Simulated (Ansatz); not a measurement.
BP:
```yaml
crystal:
  lattice:
    - [0.00000, 2.27417, 2.27417]
    - [2.27417, 0.00000, 2.27417]
    - [2.27417, 2.27417, 0.00000]
  atoms:
    - { symbol: B, position: [0.25000, 0.25000, 0.25000] }
    - { symbol: P, position: [0.50000, 0.50000, 0.50000] }
```

Relaxed with PBE. 

Question: HSE06 on this cell (Ansatz, a first-principles code, PAW) gives a gap of 1.97 eV. What does PBE give?

Answer: 1.25 eV.

Cost on shared cores: the PBE run (SCF on a 10×10×10 mesh, then bands and DOS) around 4 core-seconds (rough), the HSE06 run (SCF on 8×8×8, then a few points) roughly 30 core-seconds; the tasks are unlike.

Space group F-43m (zinc blende). The PBE relaxation kept the symmetry of its start; phonons on a q-mesh show no instability. The volume moved by 18 % from the start of the relaxation.

Potentials: the later of the program's two PAW sets.

Ansatz is a plane-wave DFT program.
